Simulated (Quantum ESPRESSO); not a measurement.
**Cheap against tight settings: KI**

```
KI
1.0
    0.00000     3.54243     3.54243
    3.54243     0.00000     3.54243
    3.54243     3.54243     0.00000
K I
1 1
Cartesian
  0.00000   0.00000   0.00000
  3.54243   3.54243   3.54243
```
Geometry: a computed entry of the Materials Project; it was not checked against measured cells. It is KI in Fm-3m. Stability against distortions was not tested.

Method: σ by GIPAW with PBE in a modified build of Quantum ESPRESSO, on JTH PAW datasets. The cutoff rises from row to row, with the meshes as listed. Costs are rough, from a shared machine. These are absolute shieldings with no macroscopic susceptibility term; δ = σ_ref − σ needs a reference computed alike. Spin–orbit coupling is left out; its weight grows with the heaviest atom, I here. No d partial waves on I: the paramagnetic term there is incompletely reconstructed. Static lattice: thermal averaging is not included.

| setting | cutoff (Ha) | k-mesh |
|---|---|---|
| A | 8 | 3×3×3 through Γ |
| B | 10 | 3×3×3 shifted |
| C | 20 | 5×5×5 shifted |
| D | 30 | 7×7×7 shifted |

Task: From which setting on does σ_iso I (ppm) stay within 2 of the tightest run?

Result: From C on. Differences from the tightest run: A -251.2, B 22.2, C 0.4.

```
setting  cutoff (Ha)           k-mesh  σ_iso K (ppm)  σ_iso I (ppm)  f-sum rule missed by (%)  rough cost ratio
-------  -----------  ---------------  -------------  -------------  ------------------------  ----------------
A                  8  3×3×3 through Γ         1187.6         4615.4                      0.36           about 1
B                 10    3×3×3 shifted         1173.6         4888.8                      0.10           about 1
C                 20    5×5×5 shifted         1142.8         4867.0                      0.00                 6
D                 30    7×7×7 shifted         1142.6         4866.6                      0.00                40
```
